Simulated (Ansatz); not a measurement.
LiGa in space group Fd-3m (No. 227; Ga on 8a, Li on 8b) under volume change, r²SCAN in the plane-wave PAW code Ansatz, scaled uniformly.

| V (Å³/atom) | E − E(relaxed) (meV/atom) | P (GPa) |
|---|---|---|
| 13.359 | ___ | ___ |
| 13.800 | ___ | ___ |
| 14.240 | 2.2 | 1.65 |
| 14.681 | 0.0 | 0.00 |
| 15.121 | 1.9 | -1.37 |
| 15.561 | 7.3 | -2.52 |
| 16.002 | 15.6 | -3.49 |

### Question
Fill in the missing entries.

### Answer

- 13.800, E − E(relaxed) (meV/atom): 9.4
- 13.800, P (GPa): 3.62
- 13.359, E − E(relaxed) (meV/atom): 22.4
- 13.359, P (GPa): 5.94

### Question
What does a third-order Birch–Murnaghan fit give for V₀, B₀ and B′?

### Answer
V₀ = 14.68 Å³/atom, B₀ = 50.0 GPa, B′ = 4.8.

The workflow started from an entry of the Crystallography Open Database (COD). Whether it is the stable phase at ambient conditions was not checked. The r²SCAN relaxation kept the symmetry of its start; whether a distortion lowers the energy is not shown.

Potentials: the later of the program's two PAW sets.
